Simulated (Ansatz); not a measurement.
Here is an unrelaxed guess for Ta3SnO4.

```cif
data_structure
_symmetry_space_group_name_H-M 'Pm-3m'
_symmetry_Int_Tables_number 221
_cell_length_a 4.5269
_cell_length_b 4.5269
_cell_length_c 4.5269
_cell_angle_alpha 90.000
_cell_angle_beta 90.000
_cell_angle_gamma 90.000
_cell_volume 92.77
loop_
_atom_site_label
_atom_site_type_symbol
_atom_site_symmetry_multiplicity
_atom_site_Wyckoff_symbol
_atom_site_fract_x
_atom_site_fract_y
_atom_site_fract_z
_atom_site_occupancy
Ta1 Ta 3 c 0.00000 0.50000 0.50000 1
Sn1 Sn 1 a 0.00000 0.00000 0.00000 1
O1 O 3 d 0.50000 0.00000 0.00000 1
O2 O 1 b 0.50000 0.50000 0.50000 1
```

Level of theory: DFT PBE, scalar-relativistic, plane waves, PAW (Ansatz 0.2.0). Cutoff 420 eV; k points 4×4×4 on the computed 8-atom cell (Γ-centred); Gaussian smearing, width 0.10 eV; no spin polarisation.

Energies over the elements count from the elements' standard structures at the same level (O₂ as a molecule), with no fitted energy shifts. The references include grey tin.

Question: Estimate its pressure, forces and energy as it stands.

Answer: The pressure is 15.8 GPa (it wants to expand), the largest force is 0.00 eV/Å (symmetry fixes the atoms), and the energy is −0.49 eV/atom against the elements. The shortest distance is 2.26 Å.

Question: How much does it gain on relaxing, and where does it end?

Answer: Relaxing gains under 0.1 eV/atom (the start's value is from the coarse mesh, so the gain is rough) in 8 ionic steps and ends at −0.56 eV/atom on the finer mesh. The symmetry stays Pm-3m (No. 221). The volume per atom grows by 7.4 %, from 11.6 to 12.5 Å³. The shortest distance goes from 2.26 Å (Sn–O and Ta–O) to 2.32 Å (Sn–O and Ta–O). Conventional cell: a = 4.636 Å. Around Ta lie 6 O at 2.32 Å, 4 Sn at 3.28 Å and 8 Ta at 3.28 Å; Sn has 6 O at 2.32 Å and 12 Ta at 3.28 Å; O on a site of symmetry 4/mmm has 2 Sn at 2.32 Å and 4 Ta at 2.32 Å; 1 more site not described.

The last run used an 8×8×8 mesh for its 8-atom cell and Gaussian smearing of 0.10 eV. These runs have no spin–orbit coupling, which can matter for Ta. An odd number of electrons in the primitive cell allows no gap without spin; a larger cell or a magnetic state could open one. The cell is a metal run without spin; a magnetic state may lie lower. The relaxation can't lower the symmetry of the start. Symmetry constrained the relaxation, so the result can be a saddle point.
